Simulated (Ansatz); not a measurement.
**Zr6O11: consecutive steps of a trajectory**

The calculation used DFT PBEsol, scalar-relativistic, plane waves, PAW (Ansatz 0.2.0). The runs took a 420 eV cutoff, a shifted (0.5, 0.5, 0.0 steps) 4×4×1 mesh and Fermi–Dirac smearing (0.078 eV). The mesh is coarse. No spin polarisation.

17 atoms, starting at 1.02 times the perfect crystal's volume (space group Pmm2); Langevin thermostat at 900 K (friction 0.02 fs⁻¹), fixed cell; 300 steps of 2 fs. The run is short and not equilibrated.

Positions in Å, velocities in 0.01 Å/fs, forces in eV/Å; dE is the potential energy from the first frame shown.

```xyz
17
Lattice="3.5964 0.0000 0.0000 0.0000 3.6085 0.0000 0.0000 0.0000 15.5612" Properties=species:S:1:pos:R:3:v100:R:3:forces:R:3 pbc="T T T" time_fs=200.00 dE_eV=0.0000 T_K=1059
Zr   -0.0416    1.9503    1.5757   -0.3238    0.2291    0.2248    1.2291    1.1226   -4.0502
Zr   -0.0769    2.0488    6.6583   -0.4384    0.2878    0.2904    1.0872    0.8108    0.0886
Zr    0.1291    1.6011   11.7292   -0.2795    0.2339   -0.2017   -0.8379    0.0397    2.7702
Zr    1.8423    0.0962    4.0099    0.0899    0.0961    0.2658   -1.0894   -0.4412    1.8043
Zr    1.8395    0.1755    9.1694    0.1123   -0.2751    0.0672    0.4593   -0.3078   -0.3525
Zr    1.8874   -0.3588   14.5044    0.0340    0.5420    0.5817   -0.0081    0.5447   -2.4622
O     0.6642    0.2376    2.2250   -0.6900   -0.3842    2.3437    0.6653   -2.1628    0.8895
O     0.1312   -0.0390   10.2059   -1.0239   -0.6656   -0.0570   -1.0301   -0.4392   -0.2972
O     0.0926    0.2926    7.6859    0.4312    0.2304    0.4424   -0.9567   -2.2581   -0.3665
O    -0.1694   -0.1836   12.7668    1.0957   -0.8384    0.9052    0.3053   -0.4915   -0.0153
O    -0.0391   -0.1049    4.9809    1.1016   -0.7469   -0.3468    1.9636    2.0950    0.0246
O     1.8627    1.6562   10.7949    0.9215    0.9353    0.0065    1.0459    0.2707   -1.2078
O     1.8256    1.8767    0.4556   -0.5810    0.5247    0.0275    0.0124   -0.2156    0.8995
O     2.6221    1.8889    3.2530    0.3321   -0.5241    0.8004   -2.2026    0.4009    1.3350
O     1.7974    2.1457    5.7027    1.0600    0.3959   -0.5391   -1.3749   -1.3233   -1.5098
O     1.7455    1.8728    8.0597    0.1080   -0.2889    0.2901    1.1165    1.7461    1.9250
O     1.7097    1.5294   13.4432   -0.9769    0.0012   -0.6849   -0.3849    0.6089    0.5249
17
Lattice="3.5964 0.0000 0.0000 0.0000 3.6085 0.0000 0.0000 0.0000 15.5612" Properties=species:S:1:pos:R:3:v100:R:3:forces:R:3 pbc="T T T" time_fs=202.00 dE_eV=-0.0507 T_K=928
Zr   -0.0467    1.9554    1.5785   -0.1883    0.2829    0.0506    1.1962    0.8294   -3.7934
Zr   -0.0857    2.0554    6.6644   -0.4425    0.3657    0.3191    1.3744    0.7847    0.0216
Zr    0.1238    1.6051   11.7259   -0.2390    0.1580   -0.1277   -0.4699   -0.0451    2.9239
Zr    1.8433    0.0977    4.0156    0.0153    0.0540    0.3028   -0.7921   -0.5126    1.8697
Zr    1.8413    0.1695    9.1698    0.0645   -0.3227   -0.0233    0.3112   -0.3368   -0.0673
Zr    1.8895   -0.3499   14.5156    0.1695    0.3461    0.5414   -0.1225    0.5214   -2.8957
O     0.6556    0.2281    2.2696   -0.1747   -0.5451    2.0897    0.5484   -1.8686    0.4315
O     0.1104   -0.0496   10.2048   -1.0300   -0.3889   -0.0457   -0.5748   -0.3077   -0.2968
O     0.0974    0.2926    7.6942    0.0473   -0.2355    0.3812   -1.0245   -2.2157   -0.4912
O    -0.1443   -0.1999   12.7841    1.4032   -0.7817    0.8227    0.1306   -0.2668   -0.0763
O    -0.0140   -0.1156    4.9745    1.3995   -0.3178   -0.2885    1.7030    2.1192    0.1751
O     1.8817    1.6744   10.7972    0.9419    0.8770    0.2130    0.4268    0.0905   -1.3133
O     1.8145    1.8849    0.4515   -0.5214    0.2947   -0.4259    0.0709   -0.3440    1.1230
O     2.6260    1.8798    3.2672    0.0672   -0.3789    0.6081   -2.1524    0.5117    1.0747
O     1.8155    2.1532    5.6908    0.7318    0.3486   -0.6369   -1.6200   -1.4348   -1.1973
O     1.7493    1.8681    8.0691    0.2747   -0.1738    0.6340    1.1319    1.8298    1.6995
O     1.6909    1.5289   13.4284   -0.8856   -0.0506   -0.7770   -0.1372    0.6453    0.8125
17
Lattice="3.5964 0.0000 0.0000 0.0000 3.6085 0.0000 0.0000 0.0000 15.5612" Properties=species:S:1:pos:R:3:v100:R:3:forces:R:3 pbc="T T T" time_fs=204.00 dE_eV=-0.1001 T_K=821
Zr   -0.0495    1.9615    1.5795   -0.0909    0.3165    0.0580    1.1473    0.5129   -3.4271
Zr   -0.0925    2.0621    6.6696   -0.2348    0.3023    0.1976    1.5665    0.6961   -0.0503
Zr    0.1186    1.6077   11.7246   -0.2815    0.1060   -0.0046   -0.0991   -0.1152    3.0326
Zr    1.8442    0.0982    4.0227    0.0813   -0.0035    0.4007   -0.4450   -0.5388    1.8790
Zr    1.8427    0.1629    9.1705    0.0703   -0.3398    0.0945    0.1809   -0.3477    0.1810
Zr    1.8942   -0.3434   14.5253    0.3009    0.3017    0.4261   -0.2253    0.5559   -3.2836
O     0.6527    0.2159    2.3101   -0.1221   -0.6595    1.9288    0.3830   -1.5431   -0.0525
O     0.0883   -0.0568   10.2017   -1.1578   -0.3227   -0.2644   -0.1222   -0.2101   -0.2657
O     0.1001    0.2852    7.7006    0.2147   -0.4842    0.2540   -1.0374   -2.0152   -0.6256
O    -0.1177   -0.2151   12.7988    1.2423   -0.7193    0.6478   -0.0530   -0.0592   -0.1054
O     0.0152   -0.1191    4.9667    1.4870   -0.0312   -0.4749    1.2930    2.0930    0.3961
O     1.9008    1.6899   10.8007    0.9260    0.6631    0.1332   -0.2009   -0.0430   -1.4159
O     1.8079    1.8886    0.4425   -0.1414    0.0648   -0.4529    0.1135   -0.4642    1.3750
O     2.6246    1.8745    3.2815   -0.2030   -0.1460    0.7942   -2.0114    0.5802    0.6971
O     1.8286    2.1622    5.6781    0.5823    0.5460   -0.6119   -1.6658   -1.5369   -0.8453
O     1.7588    1.8670    8.0808    0.6652    0.0585    0.5225    1.0645    1.8113    1.4475
O     1.6756    1.5304   13.4138   -0.6325    0.1957   -0.6629    0.1114    0.6242    1.0631
17
Lattice="3.5964 0.0000 0.0000 0.0000 3.6085 0.0000 0.0000 0.0000 15.5612" Properties=species:S:1:pos:R:3:v100:R:3:forces:R:3 pbc="T T T" time_fs=206.00 dE_eV=-0.1233 T_K=889
Zr   -0.0516    1.9683    1.5805   -0.1231    0.3613    0.0506    1.0925    0.1983   -2.9809
Zr   -0.0963    2.0684    6.6739   -0.1429    0.3289    0.2276    1.6424    0.5798   -0.1866
Zr    0.1122    1.6106   11.7235   -0.3494    0.1844   -0.0968    0.2745   -0.1924    3.0884
Zr    1.8462    0.0989    4.0310    0.1146    0.0693    0.4335   -0.1178   -0.5274    1.8622
Zr    1.8436    0.1552    9.1712    0.0176   -0.4323   -0.0203    0.0451   -0.2985    0.3495
Zr    1.9003   -0.3378   14.5339    0.3145    0.2633    0.4220   -0.3199    0.6166   -3.5824
O     0.6510    0.2012    2.3488   -0.0596   -0.7860    1.9108    0.1892   -1.2097   -0.5630
O     0.0645   -0.0643   10.1993   -1.1915   -0.4210    0.0277    0.3419   -0.1281   -0.2387
O     0.1023    0.2728    7.7041    0.0085   -0.7375    0.0856   -1.0141   -1.6810   -0.7127
O    -0.0902   -0.2322   12.8108    1.4995   -0.9774    0.5460   -0.2444    0.2034   -0.1146
O     0.0420   -0.1203    4.9584    1.1686   -0.0998   -0.3350    0.8539    2.0536    0.6792
O     1.9189    1.7030   10.7994    0.8432    0.6398   -0.2672   -0.8301   -0.1399   -1.4497
O     1.8047    1.8889    0.4332   -0.1800   -0.0418   -0.4679    0.1321   -0.5533    1.6017
O     2.6194    1.8725    3.2985   -0.3024   -0.0498    0.8745   -1.7975    0.6091    0.2004
O     1.8364    2.1715    5.6639    0.1999    0.3676   -0.7743   -1.5536   -1.6543   -0.4255
O     1.7718    1.8742    8.0924    0.6284    0.6567    0.6179    0.9478    1.6133    1.2243
O     1.6630    1.5366   13.4017   -0.6114    0.4222   -0.5355    0.3581    0.5104    1.2484
17
Lattice="3.5964 0.0000 0.0000 0.0000 3.6085 0.0000 0.0000 0.0000 15.5612" Properties=species:S:1:pos:R:3:v100:R:3:forces:R:3 pbc="T T T" time_fs=208.00 dE_eV=-0.1082 T_K=995
Zr   -0.0530    1.9756    1.5805   -0.0168    0.3722   -0.0475    1.0214   -0.0902   -2.4729
Zr   -0.0989    2.0766    6.6795   -0.1197    0.4883    0.3375    1.6215    0.3946   -0.4566
Zr    0.1046    1.6135   11.7230   -0.4118    0.1075    0.0387    0.6205   -0.2595    3.0632
Zr    1.8486    0.0991    4.0398    0.1278   -0.0496    0.4434    0.2331   -0.4936    1.8777
Zr    1.8441    0.1465    9.1718    0.0350   -0.4350    0.0857   -0.0856   -0.2064    0.5103
Zr    1.9068   -0.3312   14.5441    0.3310    0.3907    0.5964   -0.4092    0.6709   -3.8525
O     0.6471    0.1857    2.3884   -0.3439   -0.7416    2.0175   -0.0108   -0.9063   -1.1126
O     0.0417   -0.0717   10.2010   -1.0614   -0.3128    0.1341    0.7831   -0.0448   -0.2445
O     0.1061    0.2550    7.7030    0.3768   -1.0199   -0.1866   -0.9844   -1.2047   -0.6963
O    -0.0655   -0.2497   12.8227    0.9522   -0.7575    0.6439   -0.4362    0.4760   -0.1157
O     0.0676   -0.1185    4.9531    1.3673    0.2781   -0.1795    0.3413    1.9839    0.9732
O     1.9354    1.7167   10.7873    0.7783    0.7262   -0.9304   -1.4192   -0.2175   -1.3357
O     1.8014    1.8877    0.4265   -0.1464   -0.0866   -0.1895    0.1596   -0.6189    1.7640
O     2.6129    1.8717    3.3146   -0.3291   -0.0316    0.7065   -1.5642    0.6292   -0.3156
O     1.8381    2.1753    5.6487   -0.0141    0.0090   -0.7194   -1.2917   -1.7670    0.0446
O     1.7857    1.8878    8.1064    0.7610    0.6798    0.7698    0.8192    1.2758    0.9716
O     1.6508    1.5437   13.3915   -0.5982    0.2748   -0.4792    0.6016    0.3784    1.3977
17
Lattice="3.5964 0.0000 0.0000 0.0000 3.6085 0.0000 0.0000 0.0000 15.5612" Properties=species:S:1:pos:R:3:v100:R:3:forces:R:3 pbc="T T T" time_fs=210.00 dE_eV=-0.0421 T_K=919
Zr   -0.0529    1.9836    1.5784    0.0271    0.4177   -0.1639    0.9327   -0.3477   -1.9188
Zr   -0.1016    2.0872    6.6856   -0.1466    0.5725    0.2654    1.6060    0.1225   -0.7440
Zr    0.0968    1.6147   11.7257   -0.3609    0.0120    0.2332    0.8837   -0.2905    2.9622
Zr    1.8496    0.0975    4.0491   -0.0148   -0.1073    0.4845    0.6729   -0.4389    1.8354
Zr    1.8442    0.1373    9.1743   -0.0251   -0.4871    0.1632   -0.2066   -0.0777    0.5815
Zr    1.9119   -0.3241   14.5549    0.1822    0.3228    0.4824   -0.4896    0.7017   -4.0681
O     0.6373    0.1690    2.4260   -0.6495   -0.9170    1.7090   -0.1711   -0.6340   -1.6438
O     0.0211   -0.0746   10.2012   -0.9779    0.0254   -0.1057    1.1880    0.0213   -0.1756
O     0.1115    0.2349    7.6972    0.1601   -0.9565   -0.3952   -0.9435   -0.6464   -0.5841
O    -0.0459   -0.2616   12.8384    0.9979   -0.4192    0.9225   -0.6093    0.6643   -0.1527
O     0.0946   -0.1142    4.9491    1.2890    0.1483   -0.2027   -0.2904    1.8865    1.2630
O     1.9502    1.7302   10.7704    0.6735    0.6147   -0.7465   -1.9215   -0.2611   -1.1128
O     1.7974    1.8846    0.4234   -0.2485   -0.2183   -0.1224    0.2020   -0.6499    1.8115
O     2.6048    1.8707    3.3259   -0.4775   -0.0632    0.3950   -1.3705    0.6381   -0.7536
O     1.8380    2.1759    5.6380    0.0249    0.0433   -0.3289   -1.0064   -1.8484    0.4243
O     1.8014    1.9027    8.1218    0.7983    0.7913    0.7589    0.6874    0.8838    0.7317
O     1.6386    1.5501   13.3804   -0.6001    0.3658   -0.6242    0.8363    0.2766    1.5443
17
Lattice="3.5964 0.0000 0.0000 0.0000 3.6085 0.0000 0.0000 0.0000 15.5612" Properties=species:S:1:pos:R:3:v100:R:3:forces:R:3 pbc="T T T" time_fs=212.00 dE_eV=0.0445 T_K=855
Zr   -0.0521    1.9925    1.5746    0.0486    0.4765   -0.2100    0.8614   -0.5834   -1.4107
Zr   -0.1047    2.0980    6.6904   -0.1672    0.5037    0.2171    1.6353   -0.1843   -0.9382
Zr    0.0904    1.6140   11.7304   -0.2767   -0.0856    0.2333    1.0050   -0.2946    2.8391
Zr    1.8511    0.0943    4.0606    0.1670   -0.2183    0.6632    1.1432   -0.3421    1.5963
Zr    1.8428    0.1272    9.1779   -0.1229   -0.5192    0.1938   -0.2972    0.0905    0.6083
Zr    1.9157   -0.3187   14.5634    0.1923    0.2145    0.3712   -0.5545    0.7138   -4.2271
O     0.6239    0.1497    2.4576   -0.6894   -0.9940    1.4232   -0.2564   -0.3570   -2.0447
O     0.0056   -0.0749   10.2021   -0.5495   -0.0576    0.1976    1.4748    0.0650   -0.0895
O     0.1156    0.2182    7.6879    0.2521   -0.6788   -0.5183   -0.8852   -0.1118   -0.3980
O    -0.0289   -0.2704   12.8573    0.6944   -0.4525    0.9670   -0.7644    0.7710   -0.2166
O     0.1221   -0.1068    4.9472    1.4169    0.5886    0.0283   -0.9952    1.7738    1.5424
O     1.9586    1.7406   10.7534    0.1495    0.4311   -0.9433   -2.2133   -0.2736   -0.8516
O     1.7930    1.8809    0.4213   -0.1904   -0.1504   -0.0898    0.2455   -0.6633    1.7833
O     2.5931    1.8715    3.3294   -0.6842    0.1359   -0.0526   -1.2483    0.5916   -1.0027
O     1.8375    2.1754    5.6364   -0.0579   -0.0946    0.1766   -0.7673   -1.8907    0.6162
O     1.8160    1.9185    8.1373    0.6536    0.7569    0.7723    0.5707    0.4758    0.5250
O     1.6289    1.5522   13.3681   -0.3634   -0.1647   -0.5970    1.0459    0.2193    1.6686
```

Question: What is the next frame? The thermostat's random kicks make it one of many possible.

Answer:
```xyz
17
Lattice="3.5964 0.0000 0.0000 0.0000 3.6085 0.0000 0.0000 0.0000 15.5612" Properties=species:S:1:pos:R:3:v100:R:3:forces:R:3 pbc="T T T" time_fs=214.00 dE_eV=0.1145 T_K=795
Zr   -0.0511    2.0016    1.5704    0.0568    0.4294   -0.2057    0.8161   -0.7734   -1.0186
Zr   -0.1077    2.1091    6.6935   -0.1284    0.5979    0.0900    1.6878   -0.5137   -1.0032
Zr    0.0851    1.6126   11.7356   -0.2540   -0.0515    0.2835    0.9976   -0.2774    2.6508
Zr    1.8532    0.0903    4.0733    0.0505   -0.1804    0.6051    1.5661   -0.2272    1.2436
Zr    1.8400    0.1177    9.1819   -0.1579   -0.4304    0.2081   -0.3671    0.2825    0.6418
Zr    1.9185   -0.3149   14.5700    0.0882    0.1740    0.2886   -0.5999    0.7262   -4.3541
O     0.6097    0.1303    2.4827   -0.7340   -0.9261    1.0751   -0.2741   -0.0886   -2.2729
O    -0.0052   -0.0734   10.2052   -0.5192    0.2110    0.1147    1.6457    0.0927   -0.0214
O     0.1221    0.2055    7.6755    0.4052   -0.5590   -0.7107   -0.8439    0.3945   -0.1546
O    -0.0142   -0.2758   12.8751    0.7644   -0.0860    0.8044   -0.8996    0.7847   -0.2809
O     0.1474   -0.0940    4.9528    1.0737    0.6802    0.5436   -1.6861    1.6866    1.7086
O     1.9595    1.7483   10.7325   -0.0644    0.3388   -1.1221   -2.2855   -0.2605   -0.4699
O     1.7889    1.8826    0.4211   -0.2121    0.3148    0.0747    0.2800   -0.7014    1.7484
O     2.5780    1.8742    3.3252   -0.8179    0.1279   -0.3730   -1.1919    0.4986   -1.0351
O     1.8353    2.1788    5.6434   -0.1558    0.4394    0.5299   -0.5642   -1.9197    0.6328
O     1.8277    1.9357    8.1552    0.5108    0.9360    1.0024    0.5060    0.0538    0.2717
O     1.6210    1.5470   13.3609   -0.4126   -0.3553   -0.1195    1.2130    0.2423    1.7127
```

Cost: 1 run of about 57 core-minutes (earlier runs that led there not counted), on Intel Xeon Processor @ 2.70GHz (shared hosts).